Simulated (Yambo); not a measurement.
Yambo run on SrO (rock salt, space group Fm-3m, No. 225). The wavefunctions are PBEsol (Quantum ESPRESSO, PseudoDojo norm-conserving, 84 Ry, with spin-orbit coupling) ones on a 4×4×4 mesh (16 occupied bands); a = 3.6196 Å, b = 3.6196 Å, c = 3.6196 Å, α = 60.00°, β = 60.00°, γ = 60.00°.

Yambo input:

```
rim_cut
gw0
dyson
el_el_corr
HF_and_locXC
ppa
em1d
RandQpts= 1000000
RandGvec= 1 Ry
EXXRLvcs= 84 Ry
VXCRLvcs= 336 Ry
Chimod= "HARTREE"
% BndsRnXp
 1 | 48 |
%
NGsBlkXp= 8 Ry
% LongDrXp
 1.0 | 1.0 | 1.0 |
%
PPAPntXp= 27.2114 eV
% GbndRnge
 1 | 48 |
%
GTermKind= "BG"
DysSolver= "n"
ExtendOut
% QPkrange
 1 | 1 | 16 | 16 |
 7 | 7 | 16 | 17 |
%
```

k points by index: 1 = Γ, 7 = X.

The o-*.qp file then holds:

```
#    K-point    Band    Eo [eV]    E [eV]    E-Eo [eV]    Vxc [eV]    Vnlxc [eV]    Sc|Eo [eV]    Sc|E [eV]    dSc/dw|Eo [eV]    Re(Z)    Im(Z)
#
    1    16    0.000000    -0.790911    -0.790911    -18.77580    -24.09280    4.314707    4.526093    -7.271597    0.789123    -0.001254
    7    16    -0.047286    -0.869037    -0.821750    -18.65004    -23.95687    4.268188    4.485072    -7.180779    0.791207    -0.001245
    7    17    3.180486    4.398844    1.218357    -9.540589    -4.766598    -3.359214    -3.555633    -4.386575    0.861174    -0.910192E-3
```
(The two width columns are left out.) Convergence of these settings isn't established.

Geometry relaxed with PBEsol.
